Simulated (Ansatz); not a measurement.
Values for one crystal, relaxed and computed with DFT-PBEsol in the program Ansatz with PAW potentials; other levels are named.

- Volume per atom = 13.37 Å³
- Electronic character = metallic (no gap)
- Density of states at the Fermi level = 0.65 states/eV per atom (mean over ±0.08 eV)
- Formation energy from the elements (no fitted shifts) = -0.53 eV/atom
- Bulk modulus (Birch–Murnaghan fit) = 299 GPa
- Gap with spin–orbit coupling = none (metallic)
- Pressure derivative B′ = 4.6

Task: Which of these materials gives this?
A. VIr, Cmmm (Ir on 4j, V on 4g)
B. ZrIr, rock salt
C. ZrIr, CsCl type
D. VCo3, Cu3Au type

Result: A, VIr, Cmmm (Ir on 4j, V on 4g)

The workflow started from an entry of the Crystallography Open Database (COD), which files this formula under 2 space groups. Its standing as an ambient phase is unchecked. Symmetry was held in the PBEsol relaxation; its stability against distortions is not shown here. The workflow began spin-polarised and lost its moments. The references are the lowest solids computed at this level, not always the standard phases. Spin–orbit coupling is left out wherever it is not named.

Potentials: the later of the program's two PAW sets.
